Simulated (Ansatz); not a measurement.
## Relaxing TiC in the rocksalt type

First guess:

```xyz
2
Lattice="0.0000 2.2323 2.2323 2.2323 0.0000 2.2323 2.2323 2.2323 0.0000" Properties=species:S:1:pos:R:3 pbc="T T T"
Ti    0.0000    0.0000    0.0000
C     2.2323    2.2323    2.2323
```

Level of theory: DFT, PBE, PAW with Ansatz's default frozen-core files, scalar-relativistic (Ansatz 0.2.0).

Cell and atoms relax within the symmetry of the start on a 14×14×14 k mesh with 0.03 eV Fermi–Dirac smearing.

The start is built from a prototype, known or not as a phase of this compound; the cutoff is 420 eV.

(1) What is the pressure of the first guess?

(2) What does it relax to?

(3) How much energy does the relaxation release?

## Answers

(1) -18.77 GPa.

(2) a = 4.333 Å, b = 4.333 Å, c = 4.333 Å, α = 90.00°, β = 90.00°, γ = 90.00° (conventional cell), 10.17 Å³ per atom:
```cif
data_structure
_symmetry_space_group_name_H-M 'Fm-3m'
_symmetry_Int_Tables_number 225
_cell_length_a 4.3329
_cell_length_b 4.3329
_cell_length_c 4.3329
_cell_angle_alpha 90.000
_cell_angle_beta 90.000
_cell_angle_gamma 90.000
_cell_volume 81.35
loop_
_atom_site_label
_atom_site_type_symbol
_atom_site_symmetry_multiplicity
_atom_site_Wyckoff_symbol
_atom_site_fract_x
_atom_site_fract_y
_atom_site_fract_z
_atom_site_occupancy
Ti1 Ti 4 a 0.00000 0.00000 0.00000 1
C1 C 4 b 0.50000 0.00000 0.00000 1
```

(3) 60 meV/atom.
